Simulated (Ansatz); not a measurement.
## Structures of WSe3: which is lowest?

Plane-wave DFT in Ansatz with scalar-relativistic PAW potentials, cutoff 420 eV, Γ-centred meshes chosen by cell and gap, Gaussian smearing with energies taken to zero width. Every cell was relaxed (cell and atoms) in a run of its own, within the symmetry of its start. Functional: PBEsol.

Relaxed structures (starts from databases or built by putting these elements on another compound's sites):
A. Pm-3m, 4 atoms in the computed cell, a = 4.889 Å; sites (symmetry × multiplicity) W m-3m × 1, Se 4/mm.m × 3; start: built
B. P4/nmm, 8 atoms in the computed cell, a = 6.873 Å, c = 4.934 Å; sites (symmetry × multiplicity) W 4mm × 2, Se ..2/m × 4 + 4mm × 2; start: built

Question: Rank them by energy. Could pressure change the order?

Answer:
| structure | group | E − E(lowest) (meV/atom) | V (Å³/atom) | gap on mesh (eV) |
| --- | --- | --- | --- | --- |
| B | P4/nmm | 0.0 | 29.14 | 0.00 |
| A | Pm-3m | 2.9 | 29.21 | 0.00 |

B and A are level within the 5 meV/atom that separate runs leave open. The two lowest differ in volume by under 3 %, too little for a first-order estimate of what pressure does to that pair (other pairs aren't weighed here). Other structures may lie lower than all of these, and vibrations aren't counted.

Spin-orbit coupling is left out, which matters for the bands of heavy elements.